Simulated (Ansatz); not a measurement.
**BiSe: computed property card**

BiSe:
```cif
data_BiSe
_chemical_formula_sum 'Bi1 Se1'
_space_group_name_H-M_alt 'P 1'
_space_group_IT_number 1
_cell_length_a 4.28620
_cell_length_b 4.28620
_cell_length_c 4.28620
_cell_angle_alpha 60.000
_cell_angle_beta 60.000
_cell_angle_gamma 60.000
loop_
_space_group_symop_operation_xyz
  'x, y, z'
loop_
_atom_site_label
_atom_site_type_symbol
_atom_site_fract_x
_atom_site_fract_y
_atom_site_fract_z
_atom_site_occupancy
Bi1 Bi 0.00000 0.00000 0.00000 1
Se1 Se 0.50000 0.50000 0.50000 1
```

Space group Fm-3m (No. 225), rock salt; conventional cell a = b = c = 6.0616 Å, α = β = γ = 90.00°.

Method: PBEsol (plane waves, PAW; program Ansatz). The cell and atoms are relaxed at this level. Other levels are named where they apply.

**Cell and energy**

- Volume per atom = 27.84 Å³
- Density = 8.59 g/cm³
- Formation energy from the elements (no fitted shifts) = -0.18 eV/atom

**Electronic structure**

- Electronic character: metallic (no gap)
- Density of states at the Fermi level: 0.75 states/eV per atom (mean over ±0.08 eV)
- Gap with spin–orbit coupling: none (metallic)

**Mechanics**

- Bulk modulus (Birch–Murnaghan fit): 63.2 GPa
- Pressure derivative B′: 4.4
- Elastic constants (relaxed ions, GPa): C11 = 125, C12 = 32.2, C44 = -8.5
- Mechanical stability: unstable (C has a negative eigenvalue)

**Charges**

- Bader charges = Bi +0.67, Se -0.67 e

The workflow started from an entry of the Crystallography Open Database (COD), which files this formula under 2 space groups. Its standing as an ambient phase is unchecked. Symmetry was held in the PBEsol relaxation. With an odd number of electrons in the cell and no spin polarisation, the count alone makes it a metal. As this level gives no gap, shear constants depend on the k-mesh and smearing (Fermi–Dirac, 0.1 eV here). The references are the lowest solids computed at this level, not always the standard phases. Spin–orbit coupling is left out wherever it is not named.

Potentials: the later of the program's two PAW sets.
